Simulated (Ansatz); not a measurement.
SiC:
Space group P6₃mc (No. 186); a = b = 3.075 Å, c = 5.048 Å, α = β = 90.00°, γ = 120.00°

| atom | site | symmetry | x | y | z |
|---|---|---|---|---|---|
| Si | 2b | 3m. | 0.6667 | 0.3333 | 0.0005 |
| C | 2b | 3m. | 0.3333 | 0.6667 | 0.1247 |

Relaxed at zero pressure with the program Ansatz at the r²SCAN level (PAW).

Task: The volume is raised by 6 % and shape and atoms relax at that volume. What pressure results, and how do the axes share the change?

Result: -11.8 GPa; a 1.9 %, b 1.9 %, c 2.0 %; the energy rises by 24 meV/atom.

Task: Give the new structure.

Result: 
Space group P6₃mc (No. 186); a = 3.1351 Å, b = 3.1351 Å, c = 5.1490 Å, α = 90.00°, β = 90.00°, γ = 120.00°

| atom | site | symmetry | x | y | z |
|---|---|---|---|---|---|
| Si | 2b | 3m. | 0.6667 | 0.3333 | 0.0005 |
| C | 2b | 3m. | 0.3333 | 0.6667 | 0.1247 |

The phase is kept; no other phase was compared at this pressure.

Space group P6_3mc (wurtzite). The r²SCAN relaxation kept the symmetry of its start; phonons on a q-mesh show no instability.

Potentials: the later of the program's two PAW sets.
